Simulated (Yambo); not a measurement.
A G0W0@PBE run in Yambo for MgTe (wurtzite, space group P6_3mc, No. 186) (3×3×2 Γ-centred k mesh, bands 17 to 450 and a 12 Ry block in the screening, 450 bands in G with the Bruneval-Gonze terminator, plasmon pole fitted at 27.2 eV) gives these matrix elements, in eV, at the band edges (Γ → Γ):

```
state               E0    <Vxc>     <Σx>  <Σc(E0)>      Z
---------------  -----  -------  -------  --------  -----
valence edge     0.000  -12.641  -14.782     0.851  0.793
conduction edge  2.498   -9.896   -6.062    -3.474  0.812
```

**Question.** Solve the linearised quasiparticle equation for both states, give the gap, and say how exchange and correlation each act on it.

**Answer.** E = E0 + Z(Σx + Σc − Vxc). Valence: 0.000 + 0.793 × (-14.782 + (0.851) − (-12.641)) = -1.02 eV. Conduction: 2.498 + 0.812 × (-6.062 + (-3.474) − (-9.896)) = 2.79 eV. The gap is 3.81 eV, against 2.50 eV in PBE. Replacing Vxc by bare exchange alone would open it by 5.98 eV; correlation takes back 4.33 eV of that, and Z scales what is left. Nearest settings tried, and what they do to the gap: 242 bands in G: -2 meV; 242 bands in W, 242 bands in G: -44 meV; 7 Ry block (299 vectors against 627): -34 meV. Not varied: mesh. So the settings aren't converged at that level. The k mesh is coarse. Without spin-orbit coupling, band edges of such heavy elements can be off by tenths of an eV.

Geometry relaxed with PBEsol; primitive cell a = 4.563 Å, b = 4.563 Å, c = 7.404 Å, α = 90.00°, β = 90.00°, γ = 120.00°.

The potentials are those of PseudoDojo's stringent table.
